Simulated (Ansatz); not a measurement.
NbB2 in space group P6/mmm (No. 191; B on 2d, Nb on 1a) at seven volumes, the program Ansatz at the r²SCAN level (PAW), shape and atoms relaxed at each. One row is withheld.

```json
[
 {"V (Å³/atom)": "8.401", "P (GPa)": "33.61"},
 {"V (Å³/atom)": "8.678", "P (GPa)": "20.66"},
 {"V (Å³/atom)": "8.955", "P (GPa)": "9.54"},
 {"V (Å³/atom)": "9.232", "P (GPa)": "0.00"},
 {"V (Å³/atom)": "9.509", "P (GPa)": "-8.20"},
 {"V (Å³/atom)": "9.786", "P (GPa)": "?"},
 {"V (Å³/atom)": "10.063", "P (GPa)": "-21.30"}
]
```

**Question.** Fit the shown pressures and predict the withheld one.

**Answer.** Third-order Birch–Murnaghan: P = (3/2)B₀(x^(7/2) − x^(5/2))[1 + (3/4)(B′ − 4)(x − 1)] with x = (V₀/V)^(2/3). Least squares on the six rows gives V₀ = 9.232 Å³/atom, B₀ = 294.3 GPa, B′ = 4.05. At V = 9.786, x = 0.9619 and P = -15.24 GPa. The run itself gave -15.25 GPa.

The workflow started from an entry of the Crystallography Open Database (COD). Whether it is the stable phase at ambient conditions was not checked. The cell was relaxed with r²SCAN under the symmetry of its start; whether a distortion lowers the energy is not shown. No spin polarisation was allowed.

Potentials: the later of the program's two PAW sets.
